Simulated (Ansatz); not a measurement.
This run works on a generated trial structure, not on a known crystal.

Input and command of a plane-wave DFT calculation in Ansatz:

```yaml
crystal:
  lattice:
    - [4.53087244, 0.0, 0.0]
    - [-2.26543622, 3.92385064, 0.0]
    - [0.0, 0.0, 6.83131369]
  atoms:
    - { symbol: Cd, position: [0.33333333, 0.66666667, 0.21164389] }
    - { symbol: Cd, position: [0.33333333, 0.66666667, 0.78835611] }
    - { symbol: Cd, position: [0.66666667, 0.33333333, 0.78835611] }
    - { symbol: Cd, position: [0.66666667, 0.33333333, 0.21164389] }
    - { symbol: O, position: [0.41144754, 0.0, 0.0] }
    - { symbol: O, position: [0.0, 0.41144754, 0.0] }
    - { symbol: O, position: [0.58855246, 0.58855246, 0.0] }
basis:
  ecutwfc: 420
kpoints:
  mp_grid: { grid: [4, 4, 3] }
hamiltonian:
  xc: pbe
scf:
  occupations: { method: gaussian, width: 0.2 }
  lower_state_search: "off"
output:
  forces: true
  stress: true
  eigenvalues: true
relax:
  adjacent_minimum: "off"
  f_tol: 0.08
  max_steps: 16
  cell: { stress_tol: 0.8 }
```

```bash
ansatz run input.yaml --threads 1 --pin off --max-ram 2560MiB --backend cpu --events-out ev --progress --plain --runs-dir out
```

Processor: Arm Neoverse V2, 1 thread, on a host shared with other jobs.

Task: How long does it run, and how much memory does it take?

Result: About 65 s, peak memory 0.38 GiB. It solves 59 bands at 8 k points (after reduction by symmetry) with about 3211 plane waves (on the last cell), in 79 SCF iterations over 12 ionic steps.
